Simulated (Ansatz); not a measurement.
A geometry of HfO2 away from equilibrium: step 3 of the relaxation of a generated cell, HfO2 placed in the cotunnite structure type. These are r2SCAN (plane waves to 500 eV, PAW, scalar-relativistic; Ansatz, a quantum-chemistry and plane-wave program) values and carry that method's errors. Γ-centred k-mesh 4×6×3 on the run's cell (coarser than for final values), Fermi–Dirac smearing 0.05 eV. The plane waves were selected for a different cell earlier on the path.

```yaml
crystal:
  lattice:
    - [5.53742, 0.00000, 0.00000]
    - [0.00000, 3.32445, 0.00000]
    - [0.00000, 0.00000, 6.52192]
  atoms:
    - { symbol: Hf, position: [0.74483, 0.25000, 0.60318] }
    - { symbol: Hf, position: [0.24483, 0.25000, 0.89682] }
    - { symbol: Hf, position: [0.25517, 0.75000, 0.39682] }
    - { symbol: Hf, position: [0.75517, 0.75000, 0.10318] }
    - { symbol: O, position: [0.63752, 0.25000, 0.92163] }
    - { symbol: O, position: [0.13752, 0.25000, 0.57837] }
    - { symbol: O, position: [0.36248, 0.75000, 0.07837] }
    - { symbol: O, position: [0.86248, 0.75000, 0.42163] }
    - { symbol: O, position: [0.51423, 0.25000, 0.34306] }
    - { symbol: O, position: [0.01423, 0.25000, 0.15694] }
    - { symbol: O, position: [0.48577, 0.75000, 0.65694] }
    - { symbol: O, position: [0.98577, 0.75000, 0.84306] }
```

Problem. What forces act on the atoms (eV/Å)?

Solution. 
```
atom     Fx    Fy     Fz
----  -----  ----  -----
Hf1    0.51  0.00   0.22
Hf2    0.51  0.00  -0.22
Hf3   -0.51  0.00  -0.22
Hf4   -0.51  0.00   0.22
O5     0.12  0.00  -0.17
O6     0.12  0.00   0.17
O7    -0.12  0.00   0.17
O8    -0.12  0.00  -0.17
O9     0.17  0.00   0.03
O10    0.17  0.00  -0.03
O11   -0.17  0.00  -0.03
O12   -0.17  0.00   0.03
```

The path ends in Pnma (No. 62) (AFLOW prototype A2B_oP12_62_2c_c (C23, as in PbCl2)). No spin polarisation in the result.

The run could not lose the symmetry of its start.

The first start was generated by placing the elements on the sites of a structure type. Materials Project lists a structure of HfO2 in the same space group, Pnma (No. 62); the sites were not compared with it, nor with measured phases. Known forms of HfO2 include space group No. 14, 29, 137, 225.
